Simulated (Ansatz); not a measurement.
Notes on Sr$_{2}$CrClO$_{2}$

```xyz
6
Lattice="1.9780 3.4260 0.0000 -1.9780 3.4260 0.0000 -1.9780 1.1420 9.3441" Properties=species:S:1:pos:R:3 pbc="T T T"
Sr    0.0000    4.5680    2.2435
Sr   -1.9780    3.4260    7.1006
Cr    0.0000    2.2840    4.6721
Cl    0.0000    0.0000    0.0000
O     0.0000    2.2840    2.8780
O    -1.9780    5.7099    6.4661
```

Method: PBE, with U_eff = 4.89 eV on Cr d (all-electron-ortho-atomic projectors), spin-orbit coupling; PAW, plane waves to 420 eV, 5×5×5 Γ-centred mesh, fermi-dirac occupations (width 0.1379 eV) (Ansatz 0.2.0), atoms fixed.

Magnetic state (reached from a saved solution, and it need not be the lowest): Cr3 along (0.49, -0.87, 0.01).

- Moments: Cr3 4.17 μB of spin moment in Bader basins; net size 4.47 μB a cell.
- Charges: Bader charges in e: Sr +1.51, Cr +0.65, Cl -0.83, O -1.42. In the mean Sr gives up most and O takes most.
- Stress: The pressure is 8.7 GPa (compression positive), so with the atoms held at these fractions the cell would first expand; the forces are large, so a full relaxation may end otherwise. The principal stresses 3.0, 3.0, 20.1 GPa differ, so its shape would change too.
- Electronic structure: It is a metal, with about 0.19 states/eV a cell as the mean within 0.25 eV of the Fermi level, mostly Cr s (40 %) and Cr d (33 %).
- Forces: The largest is on O5 (and as large on other atoms): 3.24 eV/Å, components (0.00, 0.00, -3.24). It makes 180° with the line to a nearest neighbour, Cr3 at 1.79 Å, pointing away from it.

Origin: a known structure type with other elements, at an estimated volume, so it need not be a known compound. Caveats: another magnetic order, which this cell may not hold, can open a gap; the k mesh is coarse if the cell is a metal; atoms or cell far from equilibrium; the SCF threshold is loose for a stress.
